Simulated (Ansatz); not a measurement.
CaSi:
```xyz
4
Lattice="2.2737 -5.3435 0.0000 2.2737 5.3435 0.0000 0.0000 0.0000 3.9028" Properties=species:S:1:pos:R:3 pbc="T T T"
Ca     2.2737     3.8675     2.9271
Ca     2.2737    -3.8675     0.9757
Si     2.2737     0.7339     2.9271
Si     2.2737    -0.7339     0.9757
```

Relaxed with r²SCAN. Special points in fractions of this cell's reciprocal vectors: Γ (0.000, 0.000, 0.000); Y (-0.500, 0.500, 0.000); C0 (-0.295, 0.705, 0.000); Σ0 (0.295, 0.295, 0.000); Z (0.000, 0.000, 0.500); A0 (0.295, 0.295, 0.500); E0 (-0.295, 0.705, 0.500); T (-0.500, 0.500, 0.500); S (0.000, 0.500, 0.000); R (0.000, 0.500, 0.500).

Question: List the band energies nearest the Fermi level at these points for DFT-r²SCAN in the program Ansatz with PAW potentials.

Answer: In eV from the Fermi level; about four levels below and three above (degenerate sets whole), none deeper than 8.9 eV; points with the same levels are listed once.

| k | below | above |
|---|---|---|
| Γ | -2.82 -2.66 -2.11 -0.35 | 0.82 0.90 2.96 |
| Y | -2.57 -2.16 -1.14 -0.13 | 0.01 2.03 2.11 |
| C0 | -4.47 -2.33 -1.47 -1.30 | 1.09 1.62 1.81 |
| Z | -1.58 -1.58 -0.14 -0.14 | 3.00 3.00 3.84 3.84 |
| A0 | -3.23 -3.23 -2.32 -2.32 | 0.77 0.77 3.04 3.04 |
| T | -3.74 -3.74 -1.37 -1.37 | 1.17 1.17 2.55 2.55 |
| S | -4.35 -2.38 -2.33 -0.96 | 1.16 1.68 1.69 |
| R | -3.11 -3.11 -2.31 -2.31 | 0.41 0.41 3.51 3.51 |

Space group Cmcm. The workflow started from a Materials Project entry (that database holds measured and hypothetical structures alike); the Crystallography Open Database files this formula in space group No. 63, but the cells were not matched. Whether it is the stable phase at ambient conditions was not checked. Symmetry was held in the r²SCAN relaxation; whether a distortion lowers the energy is not shown.

Potentials: the later of the program's two PAW sets.
